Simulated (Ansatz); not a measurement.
This guess for Zr4F is about to be relaxed.

```
CELL_PARAMETERS angstrom
3.86550 0.00000 0.00000
-1.93275 3.34762 0.00000
0.00000 0.00000 6.64492
ATOMIC_POSITIONS crystal
Zr 0.33333 0.66667 0.74292
Zr 0.33333 0.66667 0.25708
Zr 0.66667 0.33333 0.25708
Zr 0.66667 0.33333 0.74292
F 0.00000 0.00000 0.50000
```

Theory: Ansatz, DFT PBE, scalar-relativistic, plane waves, PAW. Cutoff 420 eV, Gaussian smearing, Γ-centred meshes. Cell and atoms relax first on a coarse mesh and then on a finer one. In between, the cell is made exact in the group found at 0.06 Å. In metals the finer mesh still leaves noise of several meV/atom or more. The steps can't lower the symmetry of their start. No spin polarisation in the relaxation; trial moments died out in a coarse test.

A guess keeps its type if space group and coordination stay and the shape of the cell changes little (axis ratios within about 15 %, angles within 6°); the volume may change.

Question: Does it keep its structure type, or change into something else?

Answer: It doesn't keep its type. The symmetry stays P6/mmm (No. 191). The volume per atom grows by 47.8 %, from 17.2 to 25.4 Å³. The shortest distance goes from 2.23 Å (Zr–Zr) to 2.68 Å (Zr–Zr). The ratio c/a of the conventional cell changes by a factor of 0.61. Counting neighbours within 15 % of an atom's shortest distance, the start has F 12, Zr 3 and the end F 12, Zr 5. In detail, at the end Zr is surrounded by 2 Zr at 2.68–2.74 Å, 3 Zr at 3.01 Å and 3 F at 3.30 Å; F has 12 Zr at 3.30 Å (long against covalent radii, as for large ions).

Space group P6/mmm (No. 191). a = 5.205 Å, b = 5.205 Å, c = 5.415 Å, α = 90.00°, β = 90.00°, γ = 120.00°
| atom | site | symmetry | x | y | z |
| --- | --- | --- | --- | --- | --- |
| Zr | 4h | 3m. | 0.3333 | 0.6667 | 0.7528 |
| F | 1b | 6/mmm | 0.0000 | 0.0000 | 0.5000 |

Energies over the elements count from the elements' standard structures at the same level (F₂ as a molecule), with no fitted energy shifts.

Question: At what energy does it end?

Answer: +0.73 eV/atom. The separate elements lie lower, so it is unstable against them.

The last run used a 12×12×8 mesh (in the run's order of axes) for its 5-atom cell and Gaussian smearing of 0.10 eV. A structure relaxed within its symmetry needn't be a true minimum. Another cell of Zr4F relaxed alike, in I4/mmm, lies 0.65 eV/atom lower, so this cell isn't the stable form at this level.
